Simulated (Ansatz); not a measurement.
**Piezoelectric tensor of Mg3ZnTe4**

All numbers below come from DFT PBE, scalar-relativistic, plane waves, PAW (Ansatz 0.2.0). Cutoff 420 eV, 6×6×2 k-points (Γ-centred), fixed occupations. No spin polarisation.

The cell, relaxed at this level:
```
Mg Zn Te
1.0
     4.53785    0.00000    0.00000
    -2.26892    3.92989    0.00000
     0.00000    0.00000   14.91164
Mg Zn Te
3 1 4
Direct
  0.66667 0.33333 0.00489
  0.66667 0.33333 0.49546
  0.00000 0.00000 0.75028
  0.00000 0.00000 0.25039
  0.66667 0.33333 0.19473
  0.66667 0.33333 0.68451
  0.00000 0.00000 0.43052
  0.00000 0.00000 0.93921
```

The structure comes from a generated guess, relaxed at this level; another structure or a mixture of phases may lie lower. Spin–orbit coupling is left out, which matters for heavy elements.

Q: Give the relaxed-ion proper piezoelectric stress tensor e_iJ (C/m², Voigt columns xx yy zz yz xz xy).

A:
```
x    0.000  0.000  0.000  0.000 -0.057 -0.098
y   -0.098  0.098  0.000 -0.057  0.000  0.000
z   -0.064 -0.064  0.080  0.000  0.000  0.000
```
Signs follow the orientation of the cell as given.

Q: With the elastic constants (GPa, Voigt order)
C11 = 54.3, C12 = 27.5, C13 = 23.1, C14 = 0.2, C22 = 54.3, C23 = 23.1, C24 = -0.2, C33 = 63.8, C44 = 11.3, C55 = 11.3, C56 = 0.2, C66 = 13.4 GPa; the others vanish.
find the strain coefficients d = e·C⁻¹ (pC/N).

A:
```
x    0.0  0.0  0.0  0.0 -4.9 -7.2
y   -3.6  3.6  0.0 -4.9  0.0  0.0
z   -1.4 -1.4  2.3  0.0  0.0  0.0
```
